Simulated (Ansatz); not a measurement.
Relaxed MgB$_{2}$ (AlB2 type, space group P6/mmm):

```
MgB2
1.0
    6.13485     0.00000     0.00000
   -1.53371     2.65647     0.00000
    3.06742     0.00000     3.51484
Mg B
2 4
Direct
  0.00000   0.00000   0.00000
  0.50000   0.00000   0.00000
  0.91667   0.66667   0.50000
  0.41667   0.66667   0.50000
  0.08333   0.33333   0.50000
  0.58333   0.33333   0.50000
```

A phonon eigenvector at L = (0.5, 0.0, 0.5) is frozen into this cell: atom i moves by Q times the vector below, so Q is the largest atomic displacement, in Å. The cell is held. (q is in reciprocal vectors of the primitive cell; the cell shown is doubled to hold the pattern.)

```json
[
 {"atom": "B3", "x": "-0.866", "y": "-0.500", "z": "0.000"},
 {"atom": "B4", "x": "0.866", "y": "0.500", "z": "0.000"},
 {"atom": "B5", "x": "0.866", "y": "0.500", "z": "0.000"},
 {"atom": "B6", "x": "-0.866", "y": "-0.500", "z": "0.000"}
]
```

Atoms not listed stay in place.

The numbers are results of r2SCAN (plane waves to 500 eV, PAW, scalar-relativistic; Ansatz, a first-principles code), not measurements. k mesh 17×17×17 (Γ-centred), Fermi-Dirac smearing 0.05 eV. Energies are smeared free energies. With partly filled bands, energies and forces of such displacements shift with the k mesh and the smearing. MgB2 was relaxed with its symmetry unable to fall. The zero of ΔE is the undisplaced structure. The last digit holds for this mesh only.

```tsv
Q (Å)	ΔE (meV/cell)
-0.180	1449.6
-0.150	withheld
-0.120	668.7
-0.090	381.4
-0.060	171.3
-0.030	43.1
0.000	0.0
0.030	43.1
0.060	171.3
0.090	381.4
0.120	668.7
0.150	withheld
0.180	1449.6
```

**Question.** Fit an even polynomial form (powers 2, 4, 6) to the given rows and predict ΔE at Q = 0.150.

**Answer.** Least squares on the 11 given rows: ΔE = (47980)·Q² + (-112400)·Q⁴ + (389200)·Q⁶, in meV/cell with Q in Å; root-mean-square residual 0.09 meV/cell. At 0.150 the fit gives 1027.1 meV/cell; the calculation gives 1026.9 meV/cell, so the interpolation is off by 0.2 (+0.0 %). The quadratic term alone would give 1079.5 meV/cell.

(For displaced atoms, the force is minus the slope of the energy, and its curvature is a force constant, which sets phonon frequencies.)
